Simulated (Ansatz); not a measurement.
**WC (P-6m2), one atom moved over a plane**

Level of theory: DFT PBEsol, scalar-relativistic, plane waves, PAW in Ansatz 0.2.0. Cutoff 420 eV, Γ-centred 18×18×16 k-points, Gaussian smearing of 0.15 eV. Spin–orbit coupling is left out, which can shift energies with elements as heavy as these. No spin polarisation. Energies are free energies at this smearing, counted from the undisturbed cell; pressure is positive in compression.

Zero of the scan (as given, not relaxed at this level; it stands at -0.7 GPa):

```
W C
1.0
     2.90050    0.00000    0.00000
    -1.45025    2.51191    0.00000
     0.00000    0.00000    2.82900
W C
1 1
Direct
  0.00000 0.00000 0.00000
  0.66667 0.33333 0.50000
```

Atom 1 (W) is moved by p along (1.000, 0.000, 0.000) and q along (0.000, 1.000, 0.000) (Å), all else fixed. Points are written (p, q).

Energy above the undisturbed cell in eV/cell (a dash: not computed):

| p \ q | -0.200 | -0.100 | 0.000 | 0.100 | 0.200 |
| --- | --- | --- | --- | --- | --- |
| -0.200 | 0.56 | 0.35 | 0.31 | 0.43 | 0.67 |
| -0.100 | 0.40 | 0.15 | 0.08 | 0.17 | 0.38 |
| 0.000 | 0.34 | 0.08 | 0.00 | 0.08 | 0.29 |
| 0.100 | 0.40 | 0.15 | 0.08 | 0.17 | 0.38 |
| 0.200 | 0.56 | 0.35 | 0.31 | 0.43 | 0.67 |

Pressure in GPa:

```csv
p \ q,-0.200,-0.100,0.000,0.100,0.200
-0.200,10.2,6.0,5.5,8.0,13.0
-0.100,7.2,2.2,0.8,2.5,6.8
0.000,6.2,0.9,-0.7,0.7,4.8
0.100,7.2,2.2,0.8,2.5,6.8
0.200,10.2,6.0,5.5,8.0,13.0
```